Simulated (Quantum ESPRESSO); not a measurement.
Ge (made-up cell, one site empty) (calculated)

All values are calculated (Quantum ESPRESSO 7.5). Calculation on a made-up crystal cell, not a measurement: periodic Kohn-Sham density functional theory in plane waves with PseudoDojo standard norm-conserving scalar-relativistic pseudopotentials, each functional with its own files (v0.5 for PBE, v0.4.1 for LDA and PBEsol), no spin polarisation, no spin-orbit coupling, atoms not relaxed, stress positive in tension, energies less a fixed whole-eV offset for each atom's element; levels are Kohn-Sham levels at fractions of this cell's reciprocal vectors, counted from the reference band (half the neutral cell's valence electrons, rounded up) at Gamma; error bars cover cutoff and k-mesh only, not smearing or the files; added strain carries the atoms with the cell, and shear is the tensor component; each bar is the largest change over components, and at least 0.002 eV, 0.002 eV per angstrom or 0.02 GPa; energies are for the whole cell, and the offsets were chosen from early runs and are not element reference energies.

Common to all runs: lattice type zincblende/diamond; empty site 6; functional pbe; cutoff 1061 eV; fermi dirac smearing 0.1 eV; scf tolerance 1e-07 eV; electrons removed 0; added strain kind zz; k mesh 6 x 6 x 6, shifted by half a step.

```json
{"entry": 1, "formula": "Ge", "kind": "made-up cell, one site empty", "unstrained_structure": {"cell_angstrom": [[5.8945, 0.0, 0.0], [0.0, 5.8945, 0.0], [0.0, 0.0, 5.8945]], "atoms_fractional": [["Ge", -0.00931, 0.01279, -0.01011], ["Ge", 0.00558, 0.49502, 0.48742], ["Ge", 0.50576, -0.00616, 0.51982], ["Ge", 0.4796, 0.4922, -0.00327], ["Ge", 0.26857, 0.24029, 0.22896], ["Ge", 0.7696, 0.25622, 0.73385], ["Ge", 0.73818, 0.73289, 0.24416]]}, "given": {"added_strain": -0.0197, "structure_shown": "before the added strain of -0.0197", "atom_site": [1, 2, 3, 4, 5, 7, 8], "atom_energy_offset [eV]": [-2430, -2430, -2430, -2430, -2430, -2430, -2430]}, "results": {"free_energy_less_offsets [eV]": -1.265, "smearing_term_minus_ts [eV]": -0.078, "scf_iterations": 11, "pressure [GPa]": -2.628, "stress_xx [GPa]": 3.102, "stress_yy [GPa]": 2.281, "stress_zz [GPa]": 2.501, "stress_yz [GPa]": 1.298, "stress_xz [GPa]": -0.2662, "stress_xy [GPa]": -1.187, "force_site": [1, 2, 3, 4, 5, 7, 8], "force_x [eV/angstrom]": [0.1088, 0.539, -0.2116, 1.108, -0.7747, -0.9247, 0.1556], "force_y [eV/angstrom]": [-0.6449, 0.13, -0.2088, 0.6366, -0.7219, 0.2234, 0.5857], "force_z [eV/angstrom]": [0.5699, -0.4755, -0.516, -1.231, 1.23, 0.3729, 0.04995], "fermi_level [eV]": -0.1425, "reference_band": 49, "level_k_point": ["Gamma", "(1/2,1/2,1/2)", "(0.15,0,0)", "(0,0.15,0)", "(0,0,0.15)"], "next_band_up [eV]": [0.6165, -0.05046, 0.5973, 0.5923, 0.5808], "error_bar_energy [eV]": 0.002, "error_bar_stress [GPa]": 0.02, "error_bar_force [eV/angstrom]": 0.002771, "error_bar_next_band_up [eV]": 0.002, "error_bar_fermi_level [eV]": 0.004055, "error_bars_from": "tighter rerun of a related cell"}}
{"entry": 2, "formula": "Ge", "kind": "made-up cell, one site empty", "unstrained_structure": {"cell_angstrom": [[5.8945, 0.0, 0.0], [0.0, 5.8945, 0.0], [0.0, 0.0, 5.8945]], "atoms_fractional": [["Ge", -0.00931, 0.01279, -0.01011], ["Ge", 0.00558, 0.49502, 0.48742], ["Ge", 0.50576, -0.00616, 0.51982], ["Ge", 0.4796, 0.4922, -0.00327], ["Ge", 0.26857, 0.24029, 0.22896], ["Ge", 0.7696, 0.25622, 0.73385], ["Ge", 0.73818, 0.73289, 0.24416]]}, "given": {"added_strain": -0.0155, "structure_shown": "before the added strain of -0.0155", "atom_site": [1, 2, 3, 4, 5, 7, 8], "atom_energy_offset [eV]": [-2430, -2430, -2430, -2430, -2430, -2430, -2430]}, "results": {"free_energy_less_offsets [eV]": -1.251, "smearing_term_minus_ts [eV]": -0.07807, "scf_iterations": 11, "pressure [GPa]": -2.761, "stress_xx [GPa]": 3.184, "stress_yy [GPa]": 2.377, "stress_zz [GPa]": 2.723, "stress_yz [GPa]": 1.268, "stress_xz [GPa]": -0.2599, "stress_xy [GPa]": -1.163, "force_site": [1, 2, 3, 4, 5, 7, 8], "force_x [eV/angstrom]": [0.1026, 0.5254, -0.2071, 1.101, -0.7654, -0.9079, 0.1517], "force_y [eV/angstrom]": [-0.6303, 0.1219, -0.2056, 0.6245, -0.7108, 0.2194, 0.5809], "force_z [eV/angstrom]": [0.5791, -0.4884, -0.5365, -1.2, 1.221, 0.3731, 0.05176], "fermi_level [eV]": -0.1349, "reference_band": 49, "level_k_point": ["Gamma", "(1/2,1/2,1/2)", "(0.15,0,0)", "(0,0.15,0)", "(0,0,0.15)"], "next_band_up [eV]": [0.6243, -0.05321, 0.6005, 0.5973, 0.5895], "error_bar_energy [eV]": 0.002, "error_bar_stress [GPa]": 0.02, "error_bar_force [eV/angstrom]": 0.002771, "error_bar_next_band_up [eV]": 0.002, "error_bar_fermi_level [eV]": 0.004055, "error_bars_from": "tighter rerun of a related cell"}}
{"entry": 3, "formula": "Ge", "kind": "made-up cell, one site empty", "unstrained_structure": {"cell_angstrom": [[5.8945, 0.0, 0.0], [0.0, 5.8945, 0.0], [0.0, 0.0, 5.8945]], "atoms_fractional": [["Ge", -0.00931, 0.01279, -0.01011], ["Ge", 0.00558, 0.49502, 0.48742], ["Ge", 0.50576, -0.00616, 0.51982], ["Ge", 0.4796, 0.4922, -0.00327], ["Ge", 0.26857, 0.24029, 0.22896], ["Ge", 0.7696, 0.25622, 0.73385], ["Ge", 0.73818, 0.73289, 0.24416]]}, "given": {"added_strain": -0.0122, "structure_shown": "before the added strain of -0.0122", "atom_site": [1, 2, 3, 4, 5, 7, 8], "atom_energy_offset [eV]": [-2430, -2430, -2430, -2430, -2430, -2430, -2430]}, "results": {"free_energy_less_offsets [eV]": -1.239, "smearing_term_minus_ts [eV]": -0.07814, "scf_iterations": 11, "pressure [GPa]": -2.864, "stress_xx [GPa]": 3.246, "stress_yy [GPa]": 2.45, "stress_zz [GPa]": 2.895, "stress_yz [GPa]": 1.245, "stress_xz [GPa]": -0.2548, "stress_xy [GPa]": -1.145, "force_site": [1, 2, 3, 4, 5, 7, 8], "force_x [eV/angstrom]": [0.09715, 0.5148, -0.2036, 1.096, -0.758, -0.8944, 0.1485], "force_y [eV/angstrom]": [-0.6183, 0.1156, -0.2033, 0.6151, -0.7022, 0.2159, 0.5772], "force_z [eV/angstrom]": [0.5853, -0.4983, -0.5526, -1.176, 1.213, 0.3741, 0.05353], "fermi_level [eV]": -0.1287, "reference_band": 49, "level_k_point": ["Gamma", "(1/2,1/2,1/2)", "(0.15,0,0)", "(0,0.15,0)", "(0,0,0.15)"], "next_band_up [eV]": [0.6305, -0.05525, 0.6032, 0.6015, 0.5964], "error_bar_energy [eV]": 0.002, "error_bar_stress [GPa]": 0.02, "error_bar_force [eV/angstrom]": 0.002771, "error_bar_next_band_up [eV]": 0.002, "error_bar_fermi_level [eV]": 0.004055, "error_bars_from": "tighter rerun of a related cell"}}
{"entry": 4, "formula": "Ge", "kind": "made-up cell, one site empty", "unstrained_structure": {"cell_angstrom": [[5.8945, 0.0, 0.0], [0.0, 5.8945, 0.0], [0.0, 0.0, 5.8945]], "atoms_fractional": [["Ge", -0.00931, 0.01279, -0.01011], ["Ge", 0.00558, 0.49502, 0.48742], ["Ge", 0.50576, -0.00616, 0.51982], ["Ge", 0.4796, 0.4922, -0.00327], ["Ge", 0.26857, 0.24029, 0.22896], ["Ge", 0.7696, 0.25622, 0.73385], ["Ge", 0.73818, 0.73289, 0.24416]]}, "given": {"added_strain": 0.0058, "structure_shown": "before the added strain of 0.0058", "atom_site": [1, 2, 3, 4, 5, 7, 8], "atom_energy_offset [eV]": [-2430, -2430, -2430, -2430, -2430, -2430, -2430]}, "results": {"free_energy_less_offsets [eV]": -1.162, "smearing_term_minus_ts [eV]": -0.07865, "scf_iterations": 11, "pressure [GPa]": -3.388, "stress_xx [GPa]": 3.55, "stress_yy [GPa]": 2.813, "stress_zz [GPa]": 3.801, "stress_yz [GPa]": 1.125, "stress_xz [GPa]": -0.2274, "stress_xy [GPa]": -1.047, "force_site": [1, 2, 3, 4, 5, 7, 8], "force_x [eV/angstrom]": [0.06975, 0.4585, -0.1834, 1.066, -0.7188, -0.8249, 0.1325], "force_y [eV/angstrom]": [-0.5562, 0.08341, -0.1904, 0.5653, -0.6555, 0.1973, 0.5561], "force_z [eV/angstrom]": [0.621, -0.5521, -0.6359, -1.044, 1.172, 0.376, 0.06243], "fermi_level [eV]": -0.09579, "reference_band": 49, "level_k_point": ["Gamma", "(1/2,1/2,1/2)", "(0.15,0,0)", "(0,0.15,0)", "(0,0,0.15)"], "next_band_up [eV]": [0.6619, -0.06947, 0.6156, 0.624, 0.6327], "error_bar_energy [eV]": 0.002, "error_bar_stress [GPa]": 0.02, "error_bar_force [eV/angstrom]": 0.002771, "error_bar_next_band_up [eV]": 0.002, "error_bar_fermi_level [eV]": 0.004055, "error_bars_from": "tighter rerun of a related cell"}}
{"entry": 5, "formula": "Ge", "kind": "made-up cell, one site empty", "unstrained_structure": {"cell_angstrom": [[5.8945, 0.0, 0.0], [0.0, 5.8945, 0.0], [0.0, 0.0, 5.8945]], "atoms_fractional": [["Ge", -0.00931, 0.01279, -0.01011], ["Ge", 0.00558, 0.49502, 0.48742], ["Ge", 0.50576, -0.00616, 0.51982], ["Ge", 0.4796, 0.4922, -0.00327], ["Ge", 0.26857, 0.24029, 0.22896], ["Ge", 0.7696, 0.25622, 0.73385], ["Ge", 0.73818, 0.73289, 0.24416]]}, "given": {"added_strain": 0.0125, "structure_shown": "before the added strain of 0.0125", "atom_site": [1, 2, 3, 4, 5, 7, 8], "atom_energy_offset [eV]": [-2430, -2430, -2430, -2430, -2430, -2430, -2430]}, "results": {"free_energy_less_offsets [eV]": -1.129, "smearing_term_minus_ts [eV]": -0.07893, "scf_iterations": 11, "pressure [GPa]": -3.57, "stress_xx [GPa]": 3.651, "stress_yy [GPa]": 2.934, "stress_zz [GPa]": 4.124, "stress_yz [GPa]": 1.083, "stress_xz [GPa]": -0.2176, "stress_xy [GPa]": -1.01, "force_site": [1, 2, 3, 4, 5, 7, 8], "force_x [eV/angstrom]": [0.06011, 0.438, -0.1758, 1.055, -0.7044, -0.8001, 0.1267], "force_y [eV/angstrom]": [-0.5339, 0.07173, -0.1853, 0.547, -0.6382, 0.1907, 0.5479], "force_z [eV/angstrom]": [0.6343, -0.5707, -0.6651, -0.9952, 1.156, 0.3759, 0.0648], "fermi_level [eV]": -0.08372, "reference_band": 49, "level_k_point": ["Gamma", "(1/2,1/2,1/2)", "(0.15,0,0)", "(0,0.15,0)", "(0,0,0.15)"], "next_band_up [eV]": [0.6729, -0.07613, 0.6194, 0.6324, 0.6458], "error_bar_energy [eV]": 0.002, "error_bar_stress [GPa]": 0.02, "error_bar_force [eV/angstrom]": 0.002771, "error_bar_next_band_up [eV]": 0.002, "error_bar_fermi_level [eV]": 0.004055, "error_bars_from": "tighter rerun of a related cell"}}
{"entry": 6, "formula": "Ge", "kind": "made-up cell, one site empty", "unstrained_structure": {"cell_angstrom": [[5.8945, 0.0, 0.0], [0.0, 5.8945, 0.0], [0.0, 0.0, 5.8945]], "atoms_fractional": [["Ge", -0.00931, 0.01279, -0.01011], ["Ge", 0.00558, 0.49502, 0.48742], ["Ge", 0.50576, -0.00616, 0.51982], ["Ge", 0.4796, 0.4922, -0.00327], ["Ge", 0.26857, 0.24029, 0.22896], ["Ge", 0.7696, 0.25622, 0.73385], ["Ge", 0.73818, 0.73289, 0.24416]]}, "given": {"added_strain": 0.0166, "structure_shown": "before the added strain of 0.0166", "atom_site": [1, 2, 3, 4, 5, 7, 8], "atom_energy_offset [eV]": [-2430, -2430, -2430, -2430, -2430, -2430, -2430]}, "results": {"free_energy_less_offsets [eV]": -1.107, "smearing_term_minus_ts [eV]": -0.07914, "scf_iterations": 11, "pressure [GPa]": -3.677, "stress_xx [GPa]": 3.708, "stress_yy [GPa]": 3.004, "stress_zz [GPa]": 4.319, "stress_yz [GPa]": 1.058, "stress_xz [GPa]": -0.2116, "stress_xy [GPa]": -0.9886, "force_site": [1, 2, 3, 4, 5, 7, 8], "force_x [eV/angstrom]": [0.05439, 0.4258, -0.1712, 1.049, -0.6957, -0.7854, 0.1233], "force_y [eV/angstrom]": [-0.5206, 0.06495, -0.1824, 0.5361, -0.6278, 0.1868, 0.5429], "force_z [eV/angstrom]": [0.6427, -0.5825, -0.683, -0.9655, 1.146, 0.3759, 0.06647], "fermi_level [eV]": -0.07667, "reference_band": 49, "level_k_point": ["Gamma", "(1/2,1/2,1/2)", "(0.15,0,0)", "(0,0.15,0)", "(0,0,0.15)"], "next_band_up [eV]": [0.6791, -0.08073, 0.6212, 0.6371, 0.6534], "error_bar_energy [eV]": 0.002, "error_bar_stress [GPa]": 0.02, "error_bar_force [eV/angstrom]": 0.002771, "error_bar_next_band_up [eV]": 0.002, "error_bar_fermi_level [eV]": 0.004055, "error_bars_from": "tighter rerun of this cell"}}
```
